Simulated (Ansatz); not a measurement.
Given:

Al₅C₃N:
```
Al5C3N
1.0
    3.29202     0.00000     0.00000
   -1.64601     2.85098     0.00000
    0.00000     0.00000    21.70737
Al C N
10 6 2
Direct
  0.00000   0.00000   0.65909
  0.00000   0.00000   0.15909
  0.33333   0.66667   0.04470
  0.66667   0.33333   0.54470
  0.33333   0.66667   0.26258
  0.66667   0.33333   0.76258
  0.66667   0.33333   0.95282
  0.33333   0.66667   0.45282
  0.00000   0.00000   0.84752
  0.00000   0.00000   0.34752
  0.00000   0.00000   0.24897
  0.00000   0.00000   0.74897
  0.33333   0.66667   0.36561
  0.66667   0.33333   0.86561
  0.00000   0.00000   0.50201
  0.00000   0.00000   0.00201
  0.33333   0.66667   0.12981
  0.66667   0.33333   0.62981
```

This is the PBEsol-relaxed structure. x, y and z are the axes in which the lattice vectors are written.

**Question.** All from PBEsol (plane waves, PAW; program Ansatz), unless another level is named. Estimate the hole effective mass, band 2 of 4 at the edge.

**Answer.** 0.29 along x (mₑ).

**Question.** What about the HSE06 gap on the PBEsol cell?

**Answer.** 1.60 eV.

**Question.** And the hole effective mass, band 3 of 4 at the edge?

**Answer.** 3.5 along x (mₑ).

**Question.** Give the band gap.

**Answer.** 0.74 eV (indirect).

**Question.** Next, the valence-band maximum?

**Answer.** at Γ.

**Question.** Predict the conduction-band minimum.

**Answer.** at M (3 equivalent valleys).

Space group P6_3mc. The workflow started from a Materials Project entry (that database holds measured and hypothetical structures alike); the Crystallography Open Database files this formula in space group No. 186, but the cells were not matched. Its standing as an ambient phase is unchecked. The PBEsol relaxation kept the symmetry of its start; its stability against distortions is not shown here.

Potentials: the later of the program's two PAW sets.
